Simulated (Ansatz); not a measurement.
Rough cost of magnetic runs on CuAu (P4/mmm) in Ansatz 0.2.0, 1 thread of AMD EPYC 9R45 96-Core Processor (Zen 5), on a shared host.

```
Cu Au
1.0
     2.81075    0.00000    0.00000
     0.00000    2.81075    0.00000
     0.00000    0.00000    3.68500
Cu Au
1 1
Cartesian
  1.4054 1.4054 1.8425
  0.0000 0.0000 0.0000
```

```csv
run,"functional, mesh",k points solved,bands,iterations,wall time (s),peak memory (GiB)
PAW: total moment held at 0.5 μB,"LDA, 12×12×9",140,24,10,5,0.45
LAPW: total moment held at 0.8 μB,"LDA, 12×12×9",140,38,12,33,0.93
LAPW: field of 300 T on the spins,"LDA, 12×12×9",140,38,18,45,0.92
LAPW: free moments,"LDA, 12×12×9",140,38,16,45,0.94
LAPW: total moment held at 0.05 μB,"LDA, 12×12×9",140,38,12,33,0.93
PAW: total moment held at 1.2 μB,"LDA, 12×12×9",140,24,11,5.5,0.46
LAPW: total moment held at 0.15 μB,"LDA, 12×12×9",140,38,11,32,0.93
PAW: field of 600 T on the spins,"LDA, 12×12×9",140,24,18,5,0.44
PAW: total moment held at 0.05 μB,"LDA, 12×12×9",140,24,10,3.5,0.45
```

Roughly how much dearer is an iteration by LAPW than by PAW among the runs with the first row's mesh and spin treatment (collinear)?

About 7 times (medians of wall time over iterations; times from a shared host are rough).
